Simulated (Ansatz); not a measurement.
One crystal and one scan (generalised stacking-fault energy along a line) at two levels, r2SCAN (plane waves to 500 eV, PAW, scalar-relativistic; Ansatz, a quantum-chemistry and plane-wave program) and PBE (plane waves to 420 eV, PAW, scalar-relativistic; Ansatz), each from its own relaxed cell and on its own mesh. The cell shown is that of r2SCAN.

NaCl (rock salt) is sheared across one {110} plane: the third cell vector gains the shift, so faults repeat every 5.9 Å. The cut lies between planes 1.98 Å apart; the cell height is held.

```xyz
6
Lattice="3.9653 0.0000 0.0000 0.0000 5.6077 0.0000 1.9826 2.8039 5.9479" Properties=species:S:1:pos:R:3 pbc="T T T"
Cl     1.6522     2.3366     4.9566
Cl     1.6522     2.3366     0.9913
Cl     3.6348     5.1404     2.9739
Na     1.6522     5.1404     4.9566
Na     1.6522     5.1404     0.9913
Na     3.6348     2.3366     2.9739
```

In-plane vectors a = (3.965, 0.000) Å, b = (0.000, 5.608) Å, area 22.24 Å². The shift is s times the vector b (length 5.608 Å), so s = 1 restores the start. The shift is rigid: no atom relaxes. γ = [E(shift) − E(0)] / area.

Energies are extrapolated to zero smearing. NaCl was relaxed with its symmetry unable to fall. Faults lie only 5.9 Å apart, and holding the cell height and the atoms raises γ above its relaxed value. Faults lie only 6.0 Å apart, and holding the cell height and the atoms raises γ above its relaxed value. Percentages come from the unrounded values. Both scans cover s from 0.000 to 0.917.

Results of r2SCAN:

```
Property                                                                               Value
------------------------------------------------------------------  ------------------------
Lattice constant a (Å)                                                                 5.608
Band gap of the relaxed cell, no spin-orbit coupling (eV)                               5.97
Highest computed γ on the line (J/m²)                                                   2.28
Steepest slope dγ/d(shift) before the first maximum (spline) (GPa)                        14
Position of the highest point                                                      s = 0.500
Local minima between the ends                                       no computed point is one
```

**Question.** What does PBE give for the same quantities?

**Answer.** 
```csv
quantity,PBE,r2SCAN − PBE
Lattice constant a (Å),5.696,-0.088 (-1.5 %)
"Band gap of the relaxed cell, no spin-orbit coupling (eV)",5.00,+0.97 (+19 %)
Highest computed γ on the line (J/m²),2.02,+0.26 (+13 %)
Steepest slope dγ/d(shift) before the first maximum (spline) (GPa),12,+2
```

r2SCAN gives the higher value for: band gap of the relaxed cell, no spin-orbit coupling; highest computed γ on the line. r2SCAN gives the lower value for: lattice constant a. Both give the same position of the highest point: s = 0.500. Neither level is exact: the differences show how much the result hangs on the functional.

(The slope of γ gives the shear force per area between the displaced halves; near zero shift its curvature is an elastic stiffness.)
